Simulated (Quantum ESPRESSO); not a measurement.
**Kohn-Sham bands of ZnS (wurtzite)**

```xyz
4
Lattice="3.8058 0.0000 0.0000 -1.9029 3.2959 0.0000 0.0000 0.0000 6.2380" Properties=species:S:1:pos:R:3 pbc="T T T"
Zn     1.9029    -1.0986     0.0009
Zn    -1.9029     1.0986    -3.1181
S      1.9029    -1.0986     2.3384
S     -1.9029     1.0986    -0.7806
```

Cell from Materials Project (mp-560588), symmetrised, no further relaxation. COD (Crystallography Open Database) has the formula in 4 space groups, this one among them (matched by group alone). Method: PBEsol plane waves in Quantum ESPRESSO 7.5 (PseudoDojo norm-conserving files, 68 Ry, no spin polarisation, no spin-orbit coupling), Bloch states on a 12×12×4 mesh through Γ, Wannier90 4.0.1. Density: 12×12×6 mesh, cold smearing 0.01 Ry.

Energies are relative to the valence-band maximum; weights are on the orthonormalised atomic waves of the pseudopotential files, averaged over the group. 52 electrons a cell are treated as valence.

```
bands  from (eV)  to (eV)  filling  weight on atomic waves
-----  ---------  -------  -------  ----------------------
1–2      -124.70  -124.70   filled              (withheld)
3–8       -78.99   -78.99   filled              (withheld)
9–10      -13.23   -11.94   filled              (withheld)
11–26      -6.43     0.00   filled              (withheld)
```

### Question
Which atomic shells make up each group?

### Answer

- 1–2, weight on atomic waves: Zn 3s 100 %
- 3–8, weight on atomic waves: Zn 3p 100 %
- 9–10, weight on atomic waves: S 3s 84 %, Zn 4s 11 %
- 11–26, weight on atomic waves: Zn 3d 62 %, S 3p 32 %

The Kohn-Sham gap over both meshes and the path is 2.08 eV.
